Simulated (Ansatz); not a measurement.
A 6-atom cell of TiO2 built on the anatase structure (relaxed group I4_1/amd) at its r2SCAN geometry, run in the PAW code Ansatz at 3 levels of theory. No spin polarisation and no zero-point or thermal motion.

The r2SCAN input:
```yaml
crystal:
  lattice:
    - [-1.8888957392, 1.8888957392, 4.791736688]
    - [1.8888957392, -1.8888957392, 4.791736688]
    - [1.8888957392, 1.8888957392, -4.791736688]
  atoms:
    - { symbol: Ti, position: [0.0, 0.0, 0.0] }
    - { symbol: Ti, position: [0.75, 0.25, 0.5] }
    - { symbol: O, position: [0.957285648, 0.457285648, 0.5] }
    - { symbol: O, position: [0.207285648, 0.207285648, 0.0] }
    - { symbol: O, position: [0.542714352, 0.042714352, 0.5] }
    - { symbol: O, position: [0.792714352, 0.792714352, 0.0] }
kpoints:
  mp_grid: { grid: [10, 10, 10] }
  band_path:
    path:
      - [0.0, 0.0, 0.0]
      - [0.0, 0.0, 0.5]
      - [0.25, 0.25, 0.25]
      - [0.0, 0.5, 0.0]
      - [0.5, 0.5, -0.5]
      - [0.2888481277, 0.7111518723, -0.2888481277]
      - [-0.2888481277, 0.2888481277, 0.2888481277]
      - [-0.0776962554, 0.0776962554, 0.5]
      - [0.5, 0.5, -0.0776962554]
      - [0.0, 0.0, 0.4375]
      - [0.3, 0.3, -0.3]
    npoints: 1
hamiltonian:
  xc: r2scan
scf:
  occupations: { method: fixed }
  n_extra_bands: 5
output:
  forces: true
  stress: true
  eigenvalues: true
```

Main results, then, where recorded, the levels near the gap in eV from the Fermi energy (columns number the bands from 0), one row a point of the path (Γ, X, P, N, M, S, S₀, R, G, Γ–X (0.88), Γ–M (0.60)):
```
Crystal: 6 atoms, lattice volume = 68.386 Å³
Symmetry: 16 space group operations
Space group: I41/amd (ITA 141)
```
```
Basis set: ecut = 500 eV, 1693 PW (Γ), FFT grids on a1+a3, a2+a3, a3
k-points: 102 of 1000
SCF 1 converged in 8 iterations: F = -7292.663215 eV  dr2 = 4.99e-9
Free energy (F): -7292.663215 eV
Fermi energy:    6.901074 eV
--- Forces (eV/Å), atoms counted from 1 ---
  atom   1  Ti      0.00000      0.00000      0.00000
  atom   2  Ti      0.00000      0.00000      0.00000
  atom   3  O       0.00000      0.00000    -0.00151
  atom   4  O       0.00000      0.00000    -0.00151
  atom   5  O       0.00000      0.00000      0.00151
  atom   6  O       0.00000      0.00000      0.00151
--- Stress (GPa, compression-positive) ---
        0.019157       0.000000       0.000000
        0.000000       0.019157       0.000000
        0.000000       0.000000      -0.005792
  P = ⅓ Tr σ = 0.0108 GPa (0.108 kbar)
```
```tsv
band_20	band_21	band_22	band_23	band_24	band_25	band_26
-0.778	-0.778	-0.461	-0.461	2.542	3.255	4.456
-2.062	-2.062	-0.036	-0.036	3.726	3.726	4.194
-1.609	-1.609	-0.226	-0.226	3.949	3.949	3.984
-1.949	-0.950	-0.849	-0.665	3.663	3.950	3.993
-1.277	-1.277	-0.108	-0.108	2.887	2.887	4.203
-1.213	-0.949	-0.897	-0.825	3.649	3.907	3.972
-1.213	-0.949	-0.897	-0.825	3.649	3.907	3.972
-1.901	-1.901	-0.075	-0.075	3.698	3.698	4.139
-1.901	-1.901	-0.075	-0.075	3.698	3.698	4.139
-2.459	-1.629	-0.184	0.015	3.612	3.818	4.052
-1.146	-1.146	-0.184	-0.184	2.682	3.100	4.242
```

The r2SCAN gap is indirect, 2.53 eV (Γ–X (0.88 of the way from Γ) to Γ), below the direct gap of 2.87 eV at Γ–M (0.60 of the way from Γ).

Problem. In the first input these blocks are replaced (the band path and keys that only write files left aside):
```yaml
kpoints:
  mp_grid: { grid: [6, 6, 6] }
hamiltonian:
  xc: hse06
```
What comes out?

Solution.
```
Basis set: ecut = 420 eV, 1317 PW (Γ), FFT grids on a1+a3, a2+a3, a3
k-points: 30 of 216
SCF 1 stopped early in 4 iterations: F = -7277.488053 eV  dr2 = 1.17e-4
Exchange kernel: α = 0.2500, screened, ω = 0.2079 Å⁻¹, Wigner–Seitz truncation, v(0) = 1046.6981 eV·Å³, q-mesh 6×6×6
SCF 2 stopped early in 7 iterations: F = -7276.007730 eV  dr2 = 2.69e-6
hybrid outer 1: dexx = +5.991e-2 eV, tail = 1.57e-4 eV
SCF 3 converged in 8 iterations: F = -7276.006852 eV  dr2 = 2.60e-10
hybrid outer 2: dexx = +8.651e-6 eV, tail = 6.91e-8 eV, Δε = 5.25e-3 eV, ΔF = 7.11e-3 eV/Å
Free energy (F): -7276.006853 eV
Fermi energy:    6.227247 eV
--- Forces (eV/Å), atoms counted from 1 ---
  atom   1  Ti      0.00000      0.00000      0.00000
  atom   2  Ti      0.00000      0.00000      0.00000
  atom   3  O       0.00000      0.00000    -0.16114
  atom   4  O       0.00000      0.00000    -0.16114
  atom   5  O       0.00000      0.00000      0.16114
  atom   6  O       0.00000      0.00000      0.16114
--- Stress (GPa, compression-positive) ---
       -2.392115       0.000000       0.000000
        0.000000      -2.392115       0.000000
        0.000000       0.000000      -3.006146
  P = ⅓ Tr σ = -2.5968 GPa (-25.968 kbar)
```
```tsv
band_20	band_21	band_22	band_23	band_24	band_25	band_26
-0.766	-0.766	-0.428	-0.428	3.696	4.532	5.800
-2.146	-2.146	0.000	0.000	5.045	5.045	5.539
-1.671	-1.671	-0.190	-0.190	5.287	5.287	5.300
-2.033	-0.956	-0.882	-0.666	4.971	5.264	5.302
-1.338	-1.338	-0.056	-0.056	4.099	4.099	5.607
-1.257	-0.963	-0.901	-0.858	4.906	5.267	5.279
-1.257	-0.963	-0.901	-0.858	4.906	5.267	5.279
-1.973	-1.973	-0.040	-0.040	5.012	5.012	5.478
-1.973	-1.973	-0.040	-0.040	5.012	5.012	5.478
-2.576	-1.680	-0.160	0.057	4.920	5.146	5.370
-1.184	-1.184	-0.135	-0.135	3.859	4.350	5.637
```
The HSE06 gap is indirect, 3.64 eV (Γ–X (0.88 of the way from Γ) to Γ), below the direct gap of 3.99 eV at Γ–M (0.60 of the way from Γ). With the atoms held, the mean pressure is -2.6 GPa (compression positive). The stress of a hybrid is loosely converged here.

Problem. Another run on the same cell gave
```
Basis set: ecut = 420 eV, 1317 PW (Γ), FFT grids on a1+a3, a2+a3, a3
k-points: 30 of 216
SCF 1 stopped early in 4 iterations: F = -7277.486241 eV  dr2 = 1.16e-4
SCF 2 stopped early in 7 iterations: F = -7276.825903 eV  dr2 = 6.84e-6
hybrid outer 1: dexx = +7.704e-2 eV, tail = 2.02e-4 eV
SCF 3 converged in 8 iterations: F = -7276.825438 eV  dr2 = 1.24e-9
hybrid outer 2: dexx = +1.816e-5 eV, tail = 1.15e-7 eV, Δε = 8.11e-3 eV, ΔF = 5.55e-3 eV/Å
SCF 4 converged in 2 iterations: F = -7276.825440 eV  dr2 = 4.95e-9
hybrid outer 3: dexx = +1.738e-8 eV, tail = 1.18e-8 eV, Δε = 2.45e-4 eV, ΔF = 4.34e-5 eV/Å
Free energy (F): -7276.825440 eV
Fermi energy:    5.833064 eV
--- Forces (eV/Å), atoms counted from 1 ---
  atom   1  Ti      0.00000      0.00000      0.00000
  atom   2  Ti      0.00000      0.00000      0.00000
  atom   3  O       0.00000      0.00000    -0.16114
  atom   4  O       0.00000      0.00000    -0.16114
  atom   5  O       0.00000      0.00000      0.16114
  atom   6  O       0.00000      0.00000      0.16114
--- Stress (GPa, compression-positive) ---
       -2.503573       0.000000       0.000000
        0.000000      -2.503573       0.000000
        0.000000       0.000000      -3.119388
  P = ⅓ Tr σ = -2.7088 GPa (-27.088 kbar)
```
```tsv
band_20	band_21	band_22	band_23	band_24	band_25	band_26
-0.763	-0.763	-0.420	-0.420	4.438	5.297	6.576
-2.162	-2.162	0.000	0.000	5.813	5.813	6.318
-1.679	-1.679	-0.195	-0.195	6.060	6.060	6.073
-2.051	-0.965	-0.882	-0.664	5.738	6.036	6.074
-1.342	-1.342	-0.046	-0.046	4.853	4.853	6.381
-1.265	-0.966	-0.907	-0.857	5.672	6.039	6.053
-1.265	-0.966	-0.907	-0.857	5.672	6.039	6.053
-1.988	-1.988	-0.040	-0.040	5.780	5.780	6.255
-1.988	-1.988	-0.040	-0.040	5.780	5.780	6.255
-2.596	-1.691	-0.161	0.058	5.686	5.915	6.147
-1.186	-1.186	-0.125	-0.125	4.606	5.110	6.411
```
Which level of theory and mesh gave it?

Solution. It is PBE0, judged by the exchange loop and the size of the gap (a near hybrid could fit too), on 6×6×6; the blocks that differ from the first input, but for the band path:
```yaml
kpoints:
  mp_grid: { grid: [6, 6, 6] }
hamiltonian:
  xc: pbe0
```
The PBE0 gap is indirect, 4.38 eV (Γ–X (0.88 of the way from Γ) to Γ), below the direct gap of 4.73 eV at Γ–M (0.60 of the way from Γ). With the atoms held, the mean pressure is -2.7 GPa (compression positive). The stress of a hybrid is loosely converged here.

The hybrids run on coarser meshes, which limits their stresses and small splittings of levels.

Totals of different functionals can't be compared.
